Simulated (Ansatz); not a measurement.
MgB$_{2}$ (AlB2 type, space group P6/mmm)

```xyz
6
Lattice="6.1348 0.0000 0.0000 -1.5337 2.6565 0.0000 3.0674 0.0000 3.5148" Properties=species:S:1:pos:R:3 pbc="T T T"
Mg     0.0000     0.0000     0.0000
Mg     3.0674     0.0000     0.0000
B      6.1348     1.7710     1.7574
B      3.0674     1.7710     1.7574
B      1.5337     0.8855     1.7574
B      4.6011     0.8855     1.7574
```

A phonon eigenvector at L = (0.5, 0.0, 0.5) is frozen into this cell: atom i moves by Q times the vector below, so Q is the largest atomic displacement, in Å. The cell is held. (q is in reciprocal vectors of the primitive cell; the cell shown is doubled to hold the pattern.)

| atom | x | y | z |
|---|---|---|---|
| B3 | -0.866 | -0.500 | 0.000 |
| B4 | 0.866 | 0.500 | 0.000 |
| B5 | 0.866 | 0.500 | 0.000 |
| B6 | -0.866 | -0.500 | 0.000 |

Atoms not listed stay in place.

All values below come from r2SCAN (plane waves to 500 eV, PAW, scalar-relativistic; Ansatz, a program for electronic structure). k mesh 17×17×17 (Γ-centred), Fermi-Dirac smearing 0.05 eV. The energy includes the smearing's −TS. Compression counts positive. With partly filled bands, energies and forces of such displacements shift with the k mesh and the smearing. MgB2 was relaxed with its symmetry unable to fall. ΔE is measured from the undisplaced structure.

| Q (Å) | P (GPa) | ΔE (meV/cell) | −dE/dQ from forces (eV/Å) |
|---|---|---|---|
| -0.180 | 4.3 | ? | 15.090 |
| -0.150 | 3.1 | ? | 13.050 |
| -0.120 | 2.0 | 669 | 10.793 |
| -0.090 | 1.1 | 381 | 8.322 |
| -0.060 | 0.5 | 171 | 5.660 |
| -0.030 | 0.2 | 43 | 2.868 |
| 0.000 | 0.0 | 0 | 0.000 |
| 0.030 | 0.2 | 43 | -2.868 |
| 0.060 | 0.5 | 171 | -5.660 |
| 0.090 | 1.1 | 381 | -8.322 |
| 0.120 | 2.0 | 669 | -10.793 |
| 0.150 | 3.1 | ? | -13.050 |
| 0.180 | 4.3 | ? | -15.090 |

Q: Some entries are withheld; supply them.

A: 
- -0.180, ΔE (meV/cell): 1450
- -0.150, ΔE (meV/cell): 1027
- 0.150, ΔE (meV/cell): 1027
- 0.180, ΔE (meV/cell): 1450

(For displaced atoms, the force is minus the slope of the energy, and its curvature is a force constant, which sets phonon frequencies.)
